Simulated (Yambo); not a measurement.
Yambo run on a free-standing MgI$_{2}$ monolayer (symmetry P-3m1, slab cell 16.3 Å high). The wavefunctions are PBEsol (Quantum ESPRESSO, PseudoDojo norm-conserving, 84 Ry, without SOC) ones on a 6×6×1 mesh (12 occupied bands); a = b = 4.130 Å, c = 16.300 Å, α = β = 90.00°, γ = 120.00°.

Yambo input:

```
rim_cut
gw0
dyson
el_el_corr
HF_and_locXC
ppa
em1d
rim_w
RandQpts= 1000000
RandGvec= 2 Ry
CUTGeo= "slab z"
EXXRLvcs= 84 Ry
VXCRLvcs= 336 Ry
Chimod= "HARTREE"
% BndsRnXp
 5 | 158 |
%
NGsBlkXp= 7 Ry
% LongDrXp
 1.0 | 1.0 | 0.0 |
%
RandGvecW= 820 mRy
PPAPntXp= 27.2114 eV
% GbndRnge
 1 | 55 |
%
GTermKind= "BG"
DysSolver= "n"
ExtendOut
% QPkrange
 1 | 1 | 12 | 12 |
 4 | 4 | 12 | 13 |
%
```

k points by index: 1 = Γ, 4 = M.

The o-*.qp file then holds:

```
#    K-point    Band    Eo [eV]    E [eV]    E-Eo [eV]    Vxc [eV]    Vnlxc [eV]    Sc|Eo [eV]    Sc|E [eV]    dSc/dw|Eo [eV]    Re(Z)    Im(Z)
#
    1    12    0.000000    -1.248883    -1.248883    -11.57191    -14.31485    1.202939    1.494055    -6.342123    0.810980    -0.001906
    4    12    -0.473376    -1.767819    -1.294443    -11.24995    -14.18311    1.330338    1.638708    -6.481564    0.807624    -0.001943
    4    13    3.619295    4.768141    1.148846    -9.055214    -5.119059    -2.551497    -2.787309    -5.584507    0.829715    -0.001824
```
(The two width columns are left out.) Convergence of these settings isn't established.

Geometry relaxed with PBEsol.

This is a model layer cut from the bulk structure; whether it is stable on its own was not checked.
